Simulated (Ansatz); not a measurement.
Calculation for hcp Cd (0001), 5 layers: DFT, r2SCAN, PAW with Ansatz's default frozen-core files, scalar-relativistic (Ansatz 0.2.0).

The slab is cut from a bulk crystal relaxed on PAW files (its atoms may have been relaxed since).

Command: `ansatz run input.yaml --threads 2 --pin off --max-ram 4096MiB --backend cpu --events-out ev --progress --plain --runs-dir out` It took 35 s on 2 threads of Arm Neoverse V2 (shared host), peak memory 0.96 GiB.

```yaml
crystal:
  lattice:
    - [2.9790740465, 0.0, 0.0]
    - [-1.4895370232, 2.579953804, 0.0]
    - [0.0, 0.0, 27.3874]
  atoms:
    - { symbol: Cd, position: [0.0, 0.0, 0.2921044076] }
    - { symbol: Cd, position: [0.333333334, 0.666666666, 0.396052204] }
    - { symbol: Cd, position: [0.0, 0.0, 0.4999999997] }
    - { symbol: Cd, position: [0.333333334, 0.666666666, 0.603947796] }
    - { symbol: Cd, position: [0.0, 0.0, 0.7078955924] }
kpoints:
  mp_grid: { grid: [16, 16, 1] }
scf:
  occupations: { method: fermi_dirac, width: 0.1 }
hamiltonian:
  xc: r2scan
  pseudopotentials: { kind: paw }
output:
  forces: true
  stress: true
  eigenvalues: true
  populations: true
efield:
  axis: 3
  amplitude: 0
  dipole_correction: true
```

Output:

```
Engine: ansatz 0.2.0
Pseudopotentials: kind: paw
Pseudopotential: Cd, paw, valence charge 20, recommended cutoff 500 eV (meta_gga), Cd.paw.azcp
Functional definition: r2SCAN
  parameter k0 = 0.174
  parameter k1 = 0.065
  parameter a1 = 4.9479
  exchange = r2scan_x(k0 = k0, k1 = k1, a1 = a1)
  correlation = r2scan_c
Crystal: 5 atoms, lattice volume = 210.496 Å³
Basis set: ecut = 500 eV, 5463 PW (Γ), exchange–correlation on 96×96×800 points (64 copies of the dense FFT grid, shifted against one another)
Bands: 60, of which v1, the nominal top of the filled ones, is band 50 counted from 1 (49 counted from 0)
Symmetry: 6 space group operations
k-points: 30 of 256 (time reversal used)
Non-local potential: Cd, projectors of the file, l = 0: 3, l = 1: 2, l = 2: 2, l = 3: 1
PAW form: soft (Blöchl's): semilocal exchange-correlation on the pseudo side does not see the compensation charge
PAW frozen core: Cd, regenerated for the run's functional (the file was generated under x = pbe(κ = 0.804, μ = 0.2195149727645171), c = pbe(β = 0.06672455060314922))
PAW one-centre angular grid: Cd, 590 points (default); XC on 160 Gauss nodes
Initial density: superposition of atomic densities (neutral atoms: chi_scale 0, normalization atom), corrected by the library's trained network
Initial wavefunctions: pseudopotential atomic-orbital guess
Functional: x = r2scan, c = r2scan; τ floored in thin density (d = 2e-4 eV/Å³)
SCF iter   1: F=—  HF=-41340.621788 eV  |F-HF|=—  |Δ(HF+E_count)|=         —  Δρ=4.78e-3  dr2=4.40e-2  dr2_τ=3.16e-2  ethr=1.77e-3  p=0.000 e·Å  D=6.39e-11 V/Å  ΔV_dip=-0.00 eV  dr2_dipole=2.80e-7  V_vac-E_F(+/−)=3.91/3.91 eV  ⟨swp⟩=9.5  Hψ=7379  notcnv=0  defer=28
efield: sawtooth ramp at fractional position 0.9500 (placed from the atoms, in the widest stretch of the axis that holds none; the zero of the levels goes with the place), width 0.1000; the density the first Hamiltonian is built on has a dipole p = 0.000 e·Å; the dipole correction subtracts the counter field D = 6.39e-11 V/Å, which shifts the + side's vacuum level by -0.00 eV against the − side's; the planar-averaged density in the ramp window peaks in size at 5.1e-5 e/Å³
preconditioner: auto → LDOS  [metal: Δε(μ)=0.094 eV  Ē_g=12.906 eV  σ=0.100 eV  W_gap=0.23  n_scr=20 (ndim 8)  ℏωp=19.8 eV  f_vac=0.462  D(μ)=1.61/eV (n_scr^D=10)  β→1.0]
SCF iter   2: F=—  HF=-41340.636499 eV  |F-HF|=—  |Δ(HF+E_count)|=   1.47e-2  Δρ=3.43e-3  dr2=1.91e-2  dr2_τ=8.28e-4  ethr=4.40e-5  p=-0.000 e·Å  D=-2.24e-5 V/Å  ΔV_dip=0.00 eV  dr2_dipole=1.10e-7  V_vac-E_F(+/−)=3.79/3.79 eV  ⟨swp⟩=3.2  Hψ=4406  notcnv=0  defer=66
SCF iter   3: F=—  HF=-41340.631104 eV  |F-HF|=—  |Δ(HF+E_count)|=   5.39e-3  Δρ=1.09e-3  dr2=2.38e-3  dr2_τ=5.07e-5  ethr=1.91e-5  p=-0.000 e·Å  D=-2.67e-6 V/Å  ΔV_dip=0.00 eV  dr2_dipole=4.18e-8  V_vac-E_F(+/−)=3.80/3.80 eV  ⟨swp⟩=2.0  Hψ=3133  notcnv=0  defer=66
SCF iter   4: F=—  HF=-41340.630763 eV  |F-HF|=—  |Δ(HF+E_count)|=   3.41e-4  Δρ=2.01e-4  dr2=1.16e-4  dr2_τ=6.64e-6  ethr=2.38e-6  p=-0.000 e·Å  D=-1.11e-6 V/Å  ΔV_dip=0.00 eV  dr2_dipole=9.11e-10  V_vac-E_F(+/−)=3.78/3.78 eV  ⟨swp⟩=2.0  Hψ=2677  notcnv=0  defer=66
SCF iter   5: F=—  HF=-41340.630831 eV  |F-HF|=—  |Δ(HF+E_count)|=   6.77e-5  Δρ=6.97e-5  dr2=1.42e-5  dr2_τ=6.27e-7  ethr=1.16e-7  p=-0.000 e·Å  D=-1.27e-6 V/Å  ΔV_dip=0.00 eV  dr2_dipole=3.61e-10  V_vac-E_F(+/−)=3.77/3.77 eV  ⟨swp⟩=2.0  Hψ=2649  notcnv=0  defer=66
SCF iter   6: F=—  HF=-41340.630694 eV  |F-HF|=—  |Δ(HF+E_count)|=   1.37e-4  Δρ=1.67e-5  dr2=1.25e-6  dr2_τ=3.74e-8  ethr=1.42e-8  p=0.000 e·Å  D=4.18e-7 V/Å  ΔV_dip=-0.00 eV  dr2_dipole=2.99e-11  V_vac-E_F(+/−)=3.77/3.77 eV  ⟨swp⟩=2.0  Hψ=2763  notcnv=0  defer=66
SCF iter   7: F=—  HF=-41340.630695 eV  |F-HF|=—  |Δ(HF+E_count)|=   7.99e-7  Δρ=9.41e-6  dr2=2.32e-7  dr2_τ=8.02e-9  ethr=1.25e-9  p=-0.000 e·Å  D=-1.16e-7 V/Å  ΔV_dip=0.00 eV  dr2_dipole=5.44e-12  V_vac-E_F(+/−)=3.77/3.77 eV  ⟨swp⟩=2.1  Hψ=2756  notcnv=0  defer=66
SCF iter   8: F=-41340.630695 eV  HF=-41340.630695 eV  |F-HF|=1.07e-8  |Δ(HF+E_count)|=   2.33e-8  Δρ=2.18e-6  dr2=1.84e-8  dr2_τ=7.40e-10  ethr=1.00e-10  p=0.000 e·Å  D=8.34e-8 V/Å  ΔV_dip=-0.00 eV  dr2_dipole=5.73e-13  V_vac-E_F(+/−)=3.77/3.77 eV  ⟨swp⟩=13.1  Hψ=8510  notcnv=0
SCF 1 converged in 8 iterations: F = -41340.630695 eV  dr2 = 1.84e-8
  greatest PAW one-centre occupation: 1.001 electrons in one spin orbital (limit 2), on the Cd atom at site 1 (counted from 0), in its partial waves of l = 0
SCF converged after 8 iterations
Free energy (F): -41340.630695 eV
Harris-Foulkes:  -41340.630695 eV  (|F-HF|=1.07e-8)
Internal energy: -41340.580796 eV  (E = F + TS)
E sigma→0 (E₀):  -41340.605745 eV
Entropy (-TS):   -0.049899 eV (-9.980 meV/atom)
Fermi energy:    5.692662 eV
Dipole field:    D = -0.000001 V/Å  (p = -0.000001 e·Å, saw-weighted, corrected)
Work function:   Φ+ = 3.7676 eV   Φ− = 3.7676 eV
Levels:          The Fermi level and band energies are counted from a zero that moves with the ramp; work functions are not
--- Per-component energies (eV) ---
  E_band       = -2986.712630
  E_kinetic    = 2525.886359
  E_local      = -143279.719182  (includes V_loc(G=0)·N_el)
  E_nonlocal   = 163.682103
  E_hartree    = 70770.873089
  E_xc         = -843.468481
  E_vxc        = -1234.263717  (∫ρ·V_xc dr)
  E_paw        = -20521.733074  (= ΣΔE_a)
  E_vpaw       = -2792.291845  (= ΣTr[D̂ρ^β])
  E_aug_tail   = 0.000029  (compensation charges beyond the density's cutoff)
  E_vtau       = 88.279212  (kinetic-family band-sum trace: ∫τ·v_τ [+ j·A + Jᵃ·Aᵃ] dr)
  E_efield     = 0.000000  (sawtooth field / dipole correction)
  E_vefield    = 0.000000  (∫n·V_field dr)
  E_ewald      = 49846.722215
  E_core_change = -2.823853  (= ΣΔE_core)
  E_smearing   = -0.049899  (= −TS)
  E_closure    = 0.000000  (closes the sum)
  Σ components = -41340.630695   (vs F -41340.630695, Δ=0.00e0)
--- Forces (eV/Å), atoms counted from 1 ---
  atom   1  Cd    -0.00000000     0.00000000     0.03332776
  atom   2  Cd     0.00000000    -0.00000000     0.04326133
  atom   3  Cd     0.00000000     0.00000000    -0.00000131
  atom   4  Cd     0.00000000     0.00000000    -0.04326013
  atom   5  Cd    -0.00000000     0.00000000    -0.03332839
  max |Σ_I F_I| component: 7.43e-7 eV/Å
--- Stress (GPa, compression-positive) ---
       -0.591640      -0.000000      -0.000000
       -0.000000      -0.591640       0.000000
       -0.000000       0.000000      -0.476626
  P = ⅓ Tr σ = -0.5533 GPa (-5.533 kbar)
--- Band table (eV; the first three rows and the last of 30) ---
  k-point 0: bands = ["-100.4177", "-100.4139", "-100.4138", "-100.3450", "-100.3450", "-60.5632", "-60.5571", "-60.5507", "-60.5175", "-60.5175", "-60.5119", "-60.5119", "-60.5118", "-60.5118", "-60.4968", "-60.4968", "-60.4384", "-60.4384", "-60.4384", "-60.4384", "-4.6540", "-4.5890", "-4.5092", "-4.4432", "-4.4221", "-4.0185", "-4.0185", "-4.0041", "-4.0041", "-3.9851", "-3.9851", "-3.9111", "-3.9111", "-3.9104", "-3.9104", "-3.4598", "-3.4598", "-3.3924", "-3.3924", "-3.3177", "-3.3177", "-3.2580", "-3.2580", "-3.2460", "-3.2460", "-3.2176", "-2.6139", "-1.6380", "-0.3242", "1.2727", "3.3597", "5.4401", "7.5775", "9.0524", "9.7940", "9.9603", "11.4970", "11.7912", "13.9826", "14.0333"]
  k-point 1: bands = ["-100.4175", "-100.4137", "-100.4137", "-100.3448", "-100.3448", "-60.5629", "-60.5569", "-60.5506", "-60.5196", "-60.5181", "-60.5140", "-60.5139", "-60.5124", "-60.5123", "-60.4966", "-60.4966", "-60.4406", "-60.4406", "-60.4390", "-60.4390", "-4.6118", "-4.5465", "-4.4669", "-4.4013", "-4.3817", "-4.0349", "-4.0208", "-4.0010", "-3.9820", "-3.9682", "-3.9492", "-3.9273", "-3.9265", "-3.8751", "-3.8744", "-3.4970", "-3.4710", "-3.4460", "-3.4008", "-3.3711", "-3.3228", "-3.3153", "-3.2978", "-3.2613", "-3.2474", "-3.1091", "-2.5044", "-1.5319", "-0.2248", "1.3541", "3.5001", "5.5494", "7.6748", "9.1421", "9.8866", "10.0503", "11.5935", "11.8817", "14.0842", "14.1280"]
  k-point 2: bands = ["-100.4170", "-100.4132", "-100.4132", "-100.3443", "-100.3443", "-60.5619", "-60.5562", "-60.5503", "-60.5256", "-60.5200", "-60.5200", "-60.5197", "-60.5140", "-60.5139", "-60.4959", "-60.4959", "-60.4466", "-60.4466", "-60.4406", "-60.4406", "-4.5101", "-4.4459", "-4.3691", "-4.3054", "-4.2929", "-4.0746", "-4.0577", "-4.0319", "-3.9600", "-3.9568", "-3.8772", "-3.8650", "-3.8461", "-3.7719", "-3.7708", "-3.5990", "-3.5577", "-3.5011", "-3.4973", "-3.4356", "-3.4233", "-3.4176", "-3.3376", "-3.2710", "-3.2520", "-2.8181", "-2.1974", "-1.2257", "0.0665", "1.5995", "3.9081", "5.8744", "7.9642", "9.4104", "10.1634", "10.3191", "11.8797", "12.1516", "14.3808", "14.4097"]
  k-point 29: bands = ["-100.4125", "-100.4088", "-100.4088", "-100.3399", "-100.3399", "-60.5605", "-60.5555", "-60.5549", "-60.5535", "-60.5506", "-60.5499", "-60.5489", "-60.5476", "-60.5465", "-60.4904", "-60.4904", "-60.4811", "-60.4810", "-60.4744", "-60.4744", "-4.2521", "-4.1779", "-4.1424", "-4.0881", "-4.0320", "-4.0316", "-4.0065", "-3.9900", "-3.9147", "-3.8977", "-3.8557", "-3.8195", "-3.8041", "-3.7658", "-3.6975", "-3.6761", "-3.6674", "-3.6347", "-3.6004", "-3.5504", "-3.4185", "-3.3546", "-3.2996", "-3.2879", "-3.2723", "5.0515", "5.5553", "6.3342", "6.5635", "6.9110", "6.9655", "7.4431", "7.6099", "7.9602", "8.2557", "8.7093", "9.0487", "9.2729", "10.2589", "10.4560"]
--- Löwdin populations: 5 sites ---
  site symbol       q [e]
     0     Cd     19.4494
     1     Cd     19.4656
     2     Cd     19.4582
     3     Cd     19.4656
     4     Cd     19.4494
  spilling = 0.027117 (of n_electrons = 100.000000)
```

populations.tsv:

```
# site	symbol	l	j	q
# orbitals = lowdin
# n_electrons = 100.000000
# spilling = 0.027117
0	Cd	0_4S	-	1.999134
0	Cd	0_5S	-	1.468898
0	Cd	1_4P	-	5.999652
0	Cd	2_4D	-	9.981757
1	Cd	0_4S	-	1.999087
1	Cd	0_5S	-	1.487019
1	Cd	1_4P	-	5.999613
1	Cd	2_4D	-	9.979910
2	Cd	0_4S	-	1.999086
2	Cd	0_5S	-	1.479978
2	Cd	1_4P	-	5.999611
2	Cd	2_4D	-	9.979521
3	Cd	0_4S	-	1.999087
3	Cd	0_5S	-	1.487019
3	Cd	1_4P	-	5.999613
3	Cd	2_4D	-	9.979910
4	Cd	0_4S	-	1.999134
4	Cd	0_5S	-	1.468898
4	Cd	1_4P	-	5.999652
4	Cd	2_4D	-	9.981757
```

Next run (atoms relaxed), as changes to the input before:

```diff
   eigenvalues: true
-  populations: true
+relax:
+  f_tol: 0.01
+  max_steps: 40
 efield:
```

Results part of the output:

```
Warning: output.stress: scf.convergence.dr2_threshold = 1e-7 eV (the SCF's general default) is looser than the 5e-10 eV advised for a printed stress (1e-10 eV for each atom of the cell: 5). What an SCF threshold leaves in a stress goes as its square root, and in the free energy as the threshold itself, and one threshold admits the most on a small cell: of the crystals measured, under no hybrid fun
SCF 6 converged in 2 iterations: F = -41340.643610 eV  dr2 = 7.83e-9
SCF converged after 2 iterations
Free energy (F): -41340.643610 eV
Harris-Foulkes:  -41340.643610 eV  (|F-HF|=6.13e-9)
Internal energy: -41340.608803 eV  (E = F + TS)
E sigma→0 (E₀):  -41340.626207 eV
Entropy (-TS):   -0.034807 eV (-6.961 meV/atom)
Fermi energy:    5.731191 eV
Dipole field:    D = 0.000000 V/Å  (p = 0.000000 e·Å, saw-weighted, corrected)
Work function:   Φ+ = 3.7360 eV   Φ− = 3.7360 eV
[... lines left out ...]
  k-point 1: bands = ["-100.5224", "-100.4657", "-100.4657", "-100.3419", "-100.3419", "-60.6602", "-60.6261", "-60.6245", "-60.6077", "-60.6060", "-60.5665", "-60.5665", "-60.5650", "-60.5649", "-60.4934", "-60.4934", "-60.4382", "-60.4382", "-60.4366", "-60.4366", "-4.7287", "-4.6003", "-4.5068", "-4.4022", "-4.3878", "-4.1467", "-4.0947", "-4.0869", "-4.0635", "-4.0345", "-4.0119", "-3.9295", "-3.9288", "-3.8774", "-3.8764", "-3.6104", "-3.5806", "-3.5410", "-3.4486", "-3.4177", "-3.3927", "-3.3637", "-3.3073", "-3.2883", "-3.2620", "-3.2543", "-2.6462", "-1.6194", "-0.2553", "1.5543", "3.5120", "5.8522", "7.9723", "9.2704", "9.9885", "10.1668", "11.7917", "11.9360", "14.1065", "14.4744"]
  k-point 2: bands = ["-100.5219", "-100.4652", "-100.4652", "-100.3414", "-100.3414", "-60.6594", "-60.6322", "-60.6261", "-60.6070", "-60.6055", "-60.5726", "-60.5725", "-60.5665", "-60.5665", "-60.4927", "-60.4927", "-60.4443", "-60.4443", "-60.4382", "-60.4382", "-4.6290", "-4.5016", "-4.4140", "-4.3077", "-4.3046", "-4.1824", "-4.1257", "-4.0956", "-3.9910", "-3.9656", "-3.9606", "-3.9338", "-3.9081", "-3.7764", "-3.7737", "-3.7126", "-3.6313", "-3.6095", "-3.5522", "-3.4698", "-3.4514", "-3.4280", "-3.3745", "-3.2717", "-3.2596", "-3.0774", "-2.3281", "-1.3022", "0.0489", "1.8080", "3.9256", "6.1629", "8.2531", "9.5375", "10.2650", "10.4325", "12.0709", "12.2068", "14.3931", "14.7436"]
  k-point 29: bands = ["-100.5175", "-100.4608", "-100.4608", "-100.3370", "-100.3370", "-60.6666", "-60.6599", "-60.6525", "-60.6069", "-60.6066", "-60.6011", "-60.6007", "-60.6002", "-60.6001", "-60.4871", "-60.4871", "-60.4787", "-60.4787", "-60.4720", "-60.4720", "-4.4148", "-4.3113", "-4.2898", "-4.2013", "-4.1332", "-4.1065", "-4.0862", "-4.0583", "-3.9727", "-3.9341", "-3.9045", "-3.8691", "-3.8049", "-3.8042", "-3.7571", "-3.7168", "-3.6732", "-3.6370", "-3.6023", "-3.5377", "-3.4360", "-3.3518", "-3.3113", "-3.2941", "-3.2719", "4.8289", "5.4463", "6.2019", "6.4033", "6.7061", "6.8538", "7.3632", "7.6257", "7.9131", "8.2276", "8.8846", "9.0535", "9.2998", "10.4088", "10.6334"]
--- Relaxed structure (5 steps of the walk, 5 accepted, 0 SCFs on fresh bases) ---
  F+E_penalty+E_count = -41340.64361026 eV   max|allowed force component| = 4.298e-3 eV/Å
  atoms:
    - { symbol: Cd, position: [-2.4313809630666928e-17, 2.960594731647043e-17, 0.29895747407838924] }
    - { symbol: Cd, position: [0.3333333333333333, 0.6666666666666667, 0.4006004523571853] }
    - { symbol: Cd, position: [-2.6645442649564034e-17, 2.960594731644434e-17, 0.499999735065274] }
    - { symbol: Cd, position: [0.3333333333333333, 0.6666666666666667, 0.5993996486588588] }
    - { symbol: Cd, position: [-2.897683993479755e-17, 2.9605947316418254e-17, 0.7010426895402925] }
```

Next run (no images along the normal), as changes to the input before:

```diff
   atoms:
-    - { symbol: Cd, position: [0.0, 0.0, 0.2921044076] }
-    - { symbol: Cd, position: [0.333333334, 0.666666666, 0.396052204] }
-    - { symbol: Cd, position: [0.0, 0.0, 0.4999999997] }
-    - { symbol: Cd, position: [0.333333334, 0.666666666, 0.603947796] }
-    - { symbol: Cd, position: [0.0, 0.0, 0.7078955924] }
+    - { symbol: Cd, position: [0.0, 0.0, 0.2989574741] }
+    - { symbol: Cd, position: [0.3333333333, 0.6666666667, 0.4006004524] }
+    - { symbol: Cd, position: [0.0, 0.0, 0.4999997351] }
+    - { symbol: Cd, position: [0.3333333333, 0.6666666667, 0.5993996487] }
+    - { symbol: Cd, position: [0.0, 0.0, 0.7010426895] }
+  periodic: [true, true, false]
 kpoints:
   eigenvalues: true
-relax:
-  f_tol: 0.01
-  max_steps: 40
-efield:
-  axis: 3
-  amplitude: 0
-  dipole_correction: true
+  write_density: true
+  write_potential: true
+  elf: true
+  volumetric_format: npy
```

Results part of the output:

```
Warning: crystal.periodic: the lattice vector that does not repeat stood 0.000° off the slab's normal, 27.387 Å along it as the deck builds it. The run solves the slab on a vector along the normal, 45.824 Å long, with every atom where it was (on the deck's vector they left 16.38 Å outside them, and the widest stretch free of ions among them is 2.78 Å). A fractional position that the run reports is
Warning: the atoms were moved onto the symmetric positions of the space group found under crystal.symmetry.tolerance 1.0e-5 (fractional; no operation is sought that the atoms, as they stand in a round, miss by more than twice it, and no atom is moved by as much as it), and the run uses the moved positions. Before a round's move an operation carried an atom to 1.45e-5 Å from where it should land, t
SCF 1 converged in 7 iterations: F = -41340.643596 eV  dr2 = 5.56e-8
  greatest PAW one-centre occupation: 1.001 electrons in one spin orbital (limit 2), on the Cd atom at site 2 (counted from 0), in its partial waves of l = 0
[... lines left out ...]
  k-point 1: bands = ["-109.9899", "-109.9333", "-109.9333", "-109.8095", "-109.8095", "-70.1278", "-70.0937", "-70.0921", "-70.0753", "-70.0736", "-70.0342", "-70.0341", "-70.0326", "-70.0326", "-69.9609", "-69.9609", "-69.9058", "-69.9058", "-69.9042", "-69.9042", "-14.1963", "-14.0680", "-13.9744", "-13.8698", "-13.8554", "-13.6143", "-13.5622", "-13.5545", "-13.5311", "-13.5021", "-13.4795", "-13.3971", "-13.3964", "-13.3450", "-13.3440", "-13.0780", "-13.0481", "-13.0087", "-12.9162", "-12.8853", "-12.8604", "-12.8313", "-12.7749", "-12.7559", "-12.7296", "-12.7219", "-12.1139", "-11.0871", "-9.7229", "-7.9133", "-5.9557", "-3.6154", "-1.4962 (-1.4962°)", "-0.1319 (-0.1462°)", "0.2918", "0.8238", "1.2737", "1.9964", "2.8697", "3.4772"]
  k-point 2: bands = ["-109.9894", "-109.9328", "-109.9328", "-109.8090", "-109.8090", "-70.1270", "-70.0998", "-70.0936", "-70.0746", "-70.0731", "-70.0402", "-70.0402", "-70.0342", "-70.0341", "-69.9603", "-69.9603", "-69.9119", "-69.9119", "-69.9058", "-69.9058", "-14.0966", "-13.9692", "-13.8817", "-13.7753", "-13.7722", "-13.6500", "-13.5933", "-13.5632", "-13.4585", "-13.4332", "-13.4282", "-13.4014", "-13.3758", "-13.2440", "-13.2413", "-13.1802", "-13.0990", "-13.0771", "-13.0198", "-12.9374", "-12.9190", "-12.8955", "-12.8421", "-12.7393", "-12.7272", "-12.5450", "-11.7957", "-10.7699", "-9.4187", "-7.6596", "-5.5420", "-3.3047", "-1.2155 (-1.2155°)", "0.1355 (0.1211°)", "0.5638", "1.0893", "1.5459", "2.2688", "3.1372", "3.7595"]
  k-point 29: bands = ["-109.9851", "-109.9284", "-109.9284", "-109.8046", "-109.8046", "-70.1342", "-70.1275", "-70.1200", "-70.0745", "-70.0743", "-70.0687", "-70.0684", "-70.0678", "-70.0677", "-69.9547", "-69.9547", "-69.9463", "-69.9463", "-69.9396", "-69.9396", "-13.8824", "-13.7790", "-13.7574", "-13.6689", "-13.6008", "-13.5741", "-13.5538", "-13.5260", "-13.4403", "-13.4017", "-13.3721", "-13.3367", "-13.2725", "-13.2718", "-13.2247", "-13.1844", "-13.1408", "-13.1046", "-13.0699", "-13.0053", "-12.9036", "-12.8194", "-12.7789", "-12.7617", "-12.7395", "-4.6387", "-4.0213", "-3.2657", "-3.0644", "-2.7616", "-2.6138", "-2.1045", "-1.8419", "-1.5545", "-1.2401", "-0.5830", "-0.4141", "-0.1679", "0.9412", "1.1658"]
  ° read free of the cell's end (the report's vacuum.weakly_bound_levels)
```

The PAW files were made under PBE. The cell is 1×1, so reconstructions are forbidden, and in slabs of four or five layers the relaxations can be far larger than at a real surface.
